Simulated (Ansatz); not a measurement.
# Structure relaxation, Hf

The start is a generated cell, Hf placed in the simple-cubic structure type. Cell shape, volume and atoms are optimised at zero target pressure with PBEsol (plane waves to 420 eV, PAW, scalar-relativistic; Ansatz, an electronic-structure program). The first steps use a coarse 11×11×11 k-mesh.

Initial structure:
```
CELL_PARAMETERS angstrom
      2.92949     0.00000     0.00000
      0.00000     2.92949     0.00000
      0.00000     0.00000     2.92949
ATOMIC_POSITIONS crystal
  Hf 0.00000 0.00000 0.00000
```

| Quantity | Value |
|---|---|
| Outcome | The space group stays Pm-3m (No. 221) (the run could not lower it); the end is simple cubic type, with 1 atom in the primitive cell |
| Band gap at the end | no gap (metallic) |
| Optimiser moves | 6 |

Relaxed structure:

Space group Pm-3m (No. 221); a = b = c = 2.865 Å, α = β = γ = 90.00°

```csv
atom,site,symmetry,x,y,z
Hf,1a,m-3m,0.0000,0.0000,0.0000
```

Final values are on a 16×16×16 k-mesh of the relaxed cell. No spin polarisation in the result.

The run could not lose the symmetry of its start: the end is stationary, and may be a saddle point rather than a minimum.

The relaxed structure here is a generated cell of Hf: the first start was made by placing the elements on the sites of a structure type, and the end was not matched to a known phase here, so it may be hypothetical. Known forms of Hf include space group No. 194.
